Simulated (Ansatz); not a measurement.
SiO$_{2}$:
```yaml
crystal:
  lattice:
    - [2.82140, 0.00000, 0.00000]
    - [0.00000, 2.82140, 0.00000]
    - [0.00000, 0.00000, 8.58835]
  atoms:
    - { symbol: Si, position: [0.00000, 0.00000, 0.00000] }
    - { symbol: Si, position: [0.50000, 0.50000, 0.50000] }
    - { symbol: O, position: [0.00000, 0.50000, 0.09939] }
    - { symbol: O, position: [0.00000, 0.50000, 0.59939] }
    - { symbol: O, position: [0.50000, 0.00000, 0.40061] }
    - { symbol: O, position: [0.50000, 0.00000, 0.90061] }
```

Relaxed with PBEsol. Special points in fractions of this cell's reciprocal vectors: Γ (0.000, 0.000, 0.000); X (0.000, 0.500, 0.000); M (0.500, 0.500, 0.000); Z (0.000, 0.000, 0.500); R (0.000, 0.500, 0.500); A (0.500, 0.500, 0.500).

**Question.** List the band energies nearest the valence-band maximum at these points for PBEsol (plane waves, PAW; program Ansatz).

**Answer.** In eV from the valence-band maximum; about four levels below and three above (degenerate sets whole), none deeper than 8.9 eV; points with the same levels are listed once.

```csv
k,below,above
Γ,-0.45 -0.45 -0.32 -0.32,5.03 6.40 6.60
X,-0.68 -0.68 -0.22 -0.22,8.14 8.14 10.29 10.29
M,-2.13 -2.13 -0.68 -0.68,7.22 7.22 8.28 8.28
Z,-0.44 -0.44 -0.33 -0.33,5.67 5.67 6.87 6.87
R,-0.74 -0.74 -0.22 -0.22,8.17 8.17 10.43 10.43
A,-2.26 -2.26 -2.26 -2.26 -0.68 -0.68,7.72 7.72 7.72 7.72
```

Space group P4_2/nmc. The cell is a constructed one: a structure type filled with these elements; neither database checked (COD, Materials Project) lists it. It is not the phase usual at ambient conditions (space group No. 92, 152, 154). The PBEsol relaxation kept the symmetry of its start; of distortions, only those at the zone centre were tested.

Potentials: the later of the program's two PAW sets.
